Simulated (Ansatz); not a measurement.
Structure relaxation, B₆As

The relaxed structure here is a generated cell of B6As: the first start was made by a random draw of sites in a space group, and the end was not matched to a known phase here, so it may be hypothetical.

The start is a randomly generated symmetric cell of B6As (space group No. 139). The cell and all atomic positions are relaxed at zero pressure with PBEsol (plane waves to 420 eV, PAW, scalar-relativistic; Ansatz, a quantum-chemistry and plane-wave program). The first steps use a coarse 7×7×7 k-mesh.

Starting cell:
```
CELL_PARAMETERS angstrom
     -3.05928     3.05928     2.06915
      3.05928    -3.05928     2.06915
      3.05928     3.05928    -2.06915
ATOMIC_POSITIONS crystal
  As 0.00000 0.00000 0.00000
  B  0.75000 0.25000 0.50000
  B  0.25000 0.75000 0.50000
  B  0.50000 0.50000 0.50000
  B  0.00000 0.00000 0.50000
  B  0.50000 0.00000 0.00000
  B  0.00000 0.50000 0.00000
```

### Question
By how much does the energy per atom fall from start to end?

### Answer
0.58 eV/atom.

### Question
How does the volume change?

### Answer
-10.3 %, from 11.07 to 9.93 Å³/atom.

### Question
How do the shortest distances between atoms change?

### Answer
The closest pairs of elements (up to four, under 3.6 Å), start → end: B–B 2.07 → 1.59 Å; As–B 2.40 → 2.47 Å; As–As 4.14 → 3.17 Å.

### Question
Is the relaxed structure metallic? Give its gap.

### Answer
No gap (metallic).

### Question
Give the final cell and atomic positions.

### Answer

Space group I4/mmm (No. 139); a = b = 6.621 Å, c = 3.171 Å, α = β = γ = 90.00°

| atom | site | symmetry | x | y | z |
|---|---|---|---|---|---|
| As | 2a | 4/mmm | 0.0000 | 0.0000 | 0.0000 |
| B | 4d | -4m2 | 0.0000 | 0.5000 | 0.2500 |
| B | 8f | ..2/m | 0.2500 | 0.2500 | 0.2500 |
(The calculation used a cell of 7 atoms; values per cell refer to that cell.)

The space group stays I4/mmm (No. 139) (the run could not lower it), with 7 atoms in the primitive cell. Final values are on a 16×16×16 k-mesh of the relaxed cell. No spin polarisation in the result. The relaxed primitive cell holds an odd number of electrons. A magnetic state may lie lower.

The run could not lose the symmetry of its start, so the end can be a saddle point.

All atoms sit on sites fixed by symmetry, so only the cell could relax.
